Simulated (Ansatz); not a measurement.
Input file for Ansatz (an electronic-structure program):

Ansatz 0.2 input:
```yaml
crystal:
  lattice:
    - [6.9610136662, 0.0, 0.0]
    - [0.0, 6.9610136662, 0.0]
    - [0.0, 0.0, 6.9610136662]
  atoms:
    - { symbol: Ga, position: [0.3426837544, 0.3426837544, 0.3426837544] }
    - { symbol: Ga, position: [0.6573162456, 0.6573162456, 0.6573162456] }
    - { symbol: Ga, position: [0.1573162456, 0.6573162456, 0.8426837544] }
    - { symbol: Ga, position: [0.8426837544, 0.3426837544, 0.1573162456] }
    - { symbol: Ga, position: [0.8426837544, 0.1573162456, 0.6573162456] }
    - { symbol: Ga, position: [0.1573162456, 0.8426837544, 0.3426837544] }
    - { symbol: Ga, position: [0.6573162456, 0.8426837544, 0.1573162456] }
    - { symbol: Ga, position: [0.3426837544, 0.1573162456, 0.8426837544] }
    - { symbol: As, position: [0.1425635752, 0.1425635752, 0.1425635752] }
    - { symbol: As, position: [0.8574364248, 0.8574364248, 0.8574364248] }
    - { symbol: As, position: [0.3574364248, 0.8574364248, 0.6425635752] }
    - { symbol: As, position: [0.6425635752, 0.1425635752, 0.3574364248] }
    - { symbol: As, position: [0.6425635752, 0.3574364248, 0.8574364248] }
    - { symbol: As, position: [0.3574364248, 0.6425635752, 0.1425635752] }
    - { symbol: As, position: [0.8574364248, 0.6425635752, 0.3574364248] }
    - { symbol: As, position: [0.1425635752, 0.3574364248, 0.6425635752] }
kpoints:
  mp_grid: { grid: [6, 6, 6] }
hamiltonian:
  xc: r2scan
  pseudopotentials: { kind: paw }
scf:
  occupations: { method: gaussian, width: 0.05 }
checkpoint: { read: metal.run }
output: { write_density: true, elf: true, volumetric_format: npy }
basis: { fft_grid_basis: typed }
```

Output (shortened):

```
Pseudopotential: Ga, paw, valence charge 13
Pseudopotential: As, paw, valence charge 15
Functional definition: r2SCAN
Crystal: 16 atoms, lattice volume = 337.301 Å³
Basis set: ecut = 500 eV, 8601 PW (Γ), exchange–correlation on 216×216×216 points (64 copies of the dense FFT grid, shifted against one another)
Bands: 135, of which v1, the nominal top of the filled ones, is band 112 counted from 1 (111 counted from 0)
Symmetry: 24 space group operations
Space group: Pa-3 (ITA 205), of the structure as read, at distance tolerance 7.0e-5 Å
k-points: 24 of 216
Stability of the state it starts from, as read at its close in the unpolarized treatment …
iter 1 solved again at ethr=1.17e-7 eV; its pass at ethr=3.10e-3 eV (dr2=2.62e-4 eV) is discarded
SCF iter   1: F=—  HF=-69243.419919 eV  |F-HF|=—  |Δ(HF+E_count)|=         —  Δρ=1.33e-6  dr2=3.14e-9  dr2_τ=4.98e-11  ethr=1.17e-7  ⟨swp⟩=2.3  Hψ=18508  notcnv=0
preconditioner: auto → Resta (q_TF=auto, 2.548 Å⁻¹)
SCF iter   2: F=—  HF=-69243.420037 eV  |F-HF|=—  |Δ(HF+E_count)|=   1.19e-4  Δρ=1.04e-6  dr2=2.11e-9  dr2_τ=7.21e-11  ethr=1.40e-12  ⟨swp⟩=7.2  Hψ=13101  notcnv=0
SCF iter   3: F=-69243.420037 eV  HF=-69243.420037 eV  |F-HF|=1.06e-9  |Δ(HF+E_count)|=   1.75e-9  Δρ=5.23e-7  dr2=5.40e-10  dr2_τ=1.18e-11  ethr=1.00e-12  ⟨swp⟩=1.0  Hψ=7578  notcnv=0
SCF 1 converged in 3 iterations: F = -69243.420037 eV  dr2 = 5.40e-10
SCF converged after 3 iterations
Free energy (F): -69243.420037 eV
Harris-Foulkes:  -69243.420037 eV  (|F-HF|=1.06e-9)
Internal energy: -69243.419679 eV  (E = F + TS)
E sigma→0 (E₀):  -69243.419858 eV
Entropy (-TS):   -0.000358 eV (-0.022 meV/atom)
Fermi energy:    9.188964 eV
--- Per-component energies (eV) ---
  E_band       = -2444.959527
  E_kinetic    = 1746.080885
  E_local      = -29479.848637  (includes V_loc(G=0)·N_el)
  E_nonlocal   = -1945.162504
  E_hartree    = 14982.029739
  E_xc         = -1092.083689
  E_vxc        = -1149.372973  (∫ρ·V_xc dr)
  E_paw        = -30813.176130  (= ΣΔE_a)
  E_vpaw       = -1640.291661  (= ΣTr[D̂ρ^β])
  E_aug_tail   = -0.000364  (compensation charges beyond the density's cutoff)
  E_vtau       = 59.579567  (kinetic-family band-sum trace: ∫τ·v_τ [+ j·A + Jᵃ·Aᵃ] dr)
  E_ewald      = -22624.375158
  E_core_change = -16.883821  (= ΣΔE_core)
  E_smearing   = -0.000358  (= −TS)
  E_closure    =  0.000000  (closes the sum)
  Σ components = -69243.420037   (vs F -69243.420037, Δ=0.00e0)
  [band-id]    e_kinetic+e_local+e_nonlocal+2·e_hartree+e_vxc+e_vpaw+e_augmentation_tail+e_vtau = -2444.956210   (vs E_band -2444.959527, Δ=3.32e-3)
--- Band table (eV; the first three rows and the last of 24) ---
  k-point 0: bands = ["-26.9773", "-26.9773", "-26.9773", "-26.9773", "-26.9773", "-26.9773", "-26.9765", "-26.9765", "-26.9765", "-26.9765", "-26.9765", "-26.9764", "-26.9764", "-26.9763", "-26.9763", "-26.9763", "-26.9570", "-26.9570", "-26.9570", …
  k-point 1: bands = ["-26.9775", "-26.9773", "-26.9773", "-26.9773", "-26.9772", "-26.9771", "-26.9766", "-26.9766", "-26.9766", "-26.9765", "-26.9765", "-26.9764", "-26.9763", "-26.9763", "-26.9762", "-26.9762", "-26.9570", "-26.9570", "-26.9569", …
  k-point 2: bands = ["-26.9775", "-26.9774", "-26.9772", "-26.9772", "-26.9771", "-26.9769", "-26.9768", "-26.9767", "-26.9767", "-26.9766", "-26.9766", "-26.9765", "-26.9763", "-26.9763", "-26.9761", "-26.9761", "-26.9570", "-26.9570", "-26.9567", …
  k-point 23: bands = ["-26.9773", "-26.9773", "-26.9773", "-26.9773", "-26.9771", "-26.9771", "-26.9771", "-26.9771", "-26.9765", "-26.9765", "-26.9765", "-26.9765", "-26.9761", "-26.9761", "-26.9761", "-26.9761", "-26.9567", "-26.9567", "-26.9567", …
```

Cost: roughly 110 core-seconds on shared cores.

The workflow started from a Materials Project entry (that database holds measured and hypothetical structures alike); the Crystallography Open Database copy checked does not list it. It is not the phase usual at ambient conditions (space group No. 216). The r²SCAN relaxation kept the symmetry of its start; its stability against distortions is not shown here. Spin–orbit coupling is left out wherever it is not named.

Potentials: the later of the program's two PAW sets.

Ansatz is a plane-wave DFT program.
